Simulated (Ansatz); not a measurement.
MoIr:
```xyz
2
Lattice="0.0000 2.5592 2.5592 2.5592 0.0000 2.5592 2.5592 2.5592 0.0000" Properties=species:S:1:pos:R:3 pbc="T T T"
Ir     0.0000     0.0000     0.0000
Mo     2.5592     2.5592     2.5592
```

Relaxed with PBEsol. Special points in fractions of this cell's reciprocal vectors: Γ (0.000, 0.000, 0.000); X (0.500, 0.000, 0.500); U (0.625, 0.250, 0.625); K (0.375, 0.375, 0.750); L (0.500, 0.500, 0.500); W (0.500, 0.250, 0.750).

### Question
List the band energies nearest the Fermi level at these points for PBEsol with spin–orbit coupling in the plane-wave PAW code Ansatz.

### Answer
In eV from the Fermi level; about four levels below and three above (degenerate sets whole), none deeper than 8.9 eV; points with the same levels are listed once.

```tsv
k	below	above
Γ	-5.21 -5.21 -5.21 -5.21 -4.94 -4.94	2.12 2.12 2.12 2.12
X	-1.45 -1.45 -0.94 -0.94	0.48 0.48 0.59 0.59
U	-2.14 -2.14 -0.15 -0.15	0.49 0.49 0.70 0.70
L	-0.48 -0.48 -0.09 -0.09	0.03 0.03 2.13 2.13
W	-1.65 -1.65 -1.23 -1.23	0.47 0.47 0.86 0.86
```

Space group Fm-3m (rock salt). The start of the workflow was typed in or built on a structure type; neither database checked (COD, Materials Project) lists it. COD files the formula under space group No. 51. Its standing as an ambient phase is unchecked. The PBEsol relaxation kept the symmetry of its start. At this level the phase is mechanically unstable. The run is not spin-polarised. Its formation energy is positive at this level, so the cell may be metastable or incomplete.

Potentials: the later of the program's two PAW sets.
